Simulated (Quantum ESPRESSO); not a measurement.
Kohn-Sham bands of SrTe (rock salt)

```yaml
crystal:
  lattice:
    - [0.00000, 3.35583, 3.35583]
    - [3.35583, 0.00000, 3.35583]
    - [3.35583, 3.35583, 0.00000]
  atoms:
    - { symbol: Sr, position: [0.00000, 0.00000, 0.00000] }
    - { symbol: Te, position: [0.50000, 0.50000, 0.50000] }
```

Materials Project entry mp-1958; symmetrised, unrelaxed at this level. COD (Crystallography Open Database) has an entry of this formula and space group (matched by these alone). Computed values, not measurements, from LDA: Quantum ESPRESSO (norm-conserving PseudoDojo potentials, cutoff 66 Ry, no spin polarisation, no spin-orbit coupling) on a Γ-centred 8×8×8 mesh, then Wannier90. Density: 8×8×8 mesh, cold smearing 0.01 Ry. Spin-orbit coupling is left out although heavy elements are present.

Energies are relative to the valence-band maximum; weights are on the orthonormalised atomic waves of the pseudopotential files, averaged over the group. 26 electrons a cell are treated as valence.

| bands | from (eV) | to (eV) | filling | weight on atomic waves |
|---|---|---|---|---|
| 1–5 | -35.10 | -35.08 | filled | ___ |
| 6 | -34.61 | -34.59 | filled | ___ |
| 7–9 | -16.73 | -16.61 | filled | ___ |
| 10 | -10.01 | -9.41 | filled | ___ |
| 11–13 | -2.80 | 0.00 | filled | ___ |

**Question.** Which atomic shells make up each group?

**Answer.** 
- 1–5, weight on atomic waves: Te 4d 100 %
- 6, weight on atomic waves: Sr 4s 98 %
- 7–9, weight on atomic waves: Sr 4p 99 %
- 10, weight on atomic waves: Te 5s 90 %, Sr 5s 8 %
- 11–13, weight on atomic waves: Te 5p 89 %, Sr 5s 6 %

The Kohn-Sham gap over both meshes and the path is 1.67 eV.
